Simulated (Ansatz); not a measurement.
La$_{2}$TaReN$_{6}$:
```yaml
crystal:
  lattice:
    - [0.00000, 4.00744, 4.00744]
    - [4.00744, 0.00000, 4.00744]
    - [4.00744, 4.00744, 0.00000]
  atoms:
    - { symbol: La, position: [0.25000, 0.25000, 0.25000] }
    - { symbol: La, position: [0.75000, 0.75000, 0.75000] }
    - { symbol: Ta, position: [0.50000, 0.50000, 0.50000] }
    - { symbol: Re, position: [0.00000, 0.00000, 0.00000] }
    - { symbol: N, position: [0.75530, 0.75530, 0.24470] }
    - { symbol: N, position: [0.24470, 0.24470, 0.75530] }
    - { symbol: N, position: [0.24470, 0.75530, 0.75530] }
    - { symbol: N, position: [0.75530, 0.24470, 0.24470] }
    - { symbol: N, position: [0.75530, 0.24470, 0.75530] }
    - { symbol: N, position: [0.24470, 0.75530, 0.24470] }
```

Relaxed with r²SCAN. Special points in fractions of this cell's reciprocal vectors: Γ (0.000, 0.000, 0.000); X (0.500, 0.000, 0.500); U (0.625, 0.250, 0.625); K (0.375, 0.375, 0.750); L (0.500, 0.500, 0.500); W (0.500, 0.250, 0.750).

### Question
List the band energies nearest the Fermi level at these points for r²SCAN (plane waves, PAW; program Ansatz).

### Answer
In eV from the Fermi level; about four levels below and three above (degenerate sets whole), none deeper than 8.9 eV; points with the same levels are listed once.

| k | below | above |
|---|---|---|
| Γ | -0.58 -0.58 -0.58 -0.04 -0.04 -0.04 | 0.13 0.13 0.13 |
| X | -1.66 -1.66 -0.63 -0.63 -0.59 | 0.07 2.43 2.43 |
| U | -1.69 -1.69 -1.25 -0.26 | 0.67 2.10 2.23 |
| L | -1.13 -1.13 -0.92 -0.75 | 1.42 1.46 1.46 |
| W | -1.60 -1.60 -0.81 -0.81 | 1.40 1.40 2.41 |

Space group Fm-3m. The start of the workflow was typed in or built on a structure type; neither database checked (COD, Materials Project) lists it. Whether it is the stable phase at ambient conditions was not checked. Symmetry was held in the r²SCAN relaxation; whether a distortion lowers the energy is not shown. The workflow began spin-polarised and lost its moments. Spin–orbit coupling is left out wherever it is not named.

Potentials: the later of the program's two PAW sets.
